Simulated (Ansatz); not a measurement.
CoW:
```cif
data_Co4W4
_chemical_formula_sum 'Co4 W4'
_space_group_name_H-M_alt 'Fm-3m'
_space_group_IT_number 225
_space_group_name_Hall '-F 4 2 3'
_cell_length_a 4.87621
_cell_length_b 4.87621
_cell_length_c 4.87621
_cell_angle_alpha 90.000
_cell_angle_beta 90.000
_cell_angle_gamma 90.000
loop_
_atom_site_label
_atom_site_type_symbol
_atom_site_symmetry_multiplicity
_atom_site_Wyckoff_symbol
_atom_site_fract_x
_atom_site_fract_y
_atom_site_fract_z
_atom_site_occupancy
Co1 Co 4 a 0.00000 0.00000 0.00000 1
W1 W 4 b 0.50000 0.50000 0.50000 1
```
(The calculation used a cell of 2 atoms; values per cell refer to that cell.)

Relaxed with PBE.

Task: Which orbitals make up the states near the Fermi level in the program Ansatz at the PBE level (PAW)?

Result: Within 0.5 eV of the Fermi level: W 5d 46 %, Co 3d 43 %, Co 4s 6 %. Projections are on Löwdin-orthogonalised atomic valence shells; empty p or d shells of many metals are not among them.

Task: Tabulate the density of states.

Result: States/eV per cell of 2 atoms, in 0.25 eV bins, energy from the Fermi level.

```
E (eV)  total  Co 3d  W 5d  W 6s
------  -----  -----  ----  ----
-7.85    0.16   0.00  0.00  0.09
-7.60    0.18   0.00  0.00  0.11
-7.35    0.21   0.00  0.01  0.12
-7.10    0.24   0.00  0.01  0.13
-6.85    0.27   0.01  0.02  0.15
-6.60    0.31   0.01  0.03  0.16
-6.35    0.35   0.01  0.05  0.18
-6.10    0.41   0.02  0.07  0.19
-5.85    0.48   0.03  0.10  0.21
-5.60    0.66   0.06  0.20  0.24
-5.35    1.26   0.24  0.56  0.31
-5.10    1.71   0.39  0.84  0.31
-4.85    2.06   0.57  1.04  0.28
-4.60    1.71   0.56  0.87  0.12
-4.35    1.99   0.74  1.00  0.05
-4.10    3.34   1.43  1.50  0.02
-3.85    2.46   1.17  0.98  0.01
-3.60    3.05   1.57  1.39  0.04
-3.35    3.86   2.09  1.57  0.12
-3.10    3.34   2.03  1.12  0.11
-2.85    2.99   1.76  1.05  0.08
-2.60    3.82   2.16  1.38  0.10
-2.35    4.24   2.97  0.98  0.06
-2.10    3.22   2.31  0.67  0.05
-1.85    2.59   2.14  0.32  0.02
-1.60    4.00   3.49  0.38  0.04
-1.35    2.54   1.78  0.57  0.09
-1.10    1.65   0.91  0.53  0.07
-0.85    1.55   0.76  0.59  0.05
-0.60    1.46   0.65  0.64  0.03
-0.35    1.30   0.52  0.63  0.01
-0.10    2.52   1.11  1.07  0.01
0.15     2.97   1.32  1.32  0.02
0.40     2.63   1.06  1.33  0.02
0.65     2.53   0.89  1.44  0.02
0.90     1.51   0.56  0.84  0.01
1.15     1.40   0.42  0.92  0.00
1.40     6.06   1.48  4.47  0.03
1.65     2.52   0.39  1.99  0.03
1.90     1.74   0.18  1.27  0.15
2.15     1.39   0.18  0.92  0.14
2.40     1.34   0.20  0.82  0.13
2.65     1.21   0.20  0.67  0.10
2.90     1.06   0.18  0.53  0.13
3.15     1.01   0.18  0.47  0.19
3.40     1.07   0.18  0.45  0.22
3.65     0.80   0.10  0.27  0.20
3.90     0.63   0.04  0.14  0.16
4.15     0.57   0.03  0.11  0.14
4.40     0.53   0.03  0.09  0.12
4.65     0.51   0.02  0.07  0.11
```

The start of the workflow was typed in or built on a structure type; neither database checked (COD, Materials Project) lists it. Whether it is the stable phase at ambient conditions was not checked. Symmetry was held in the PBE relaxation; its stability against distortions is not shown here. The workflow began spin-polarised and lost its moments. Its formation energy is positive at this level, so the cell may be metastable or incomplete. Scalar-relativistic: spin–orbit coupling is off unless named, which matters more the heavier the elements.

Potentials: the earlier of the program's two PAW sets.
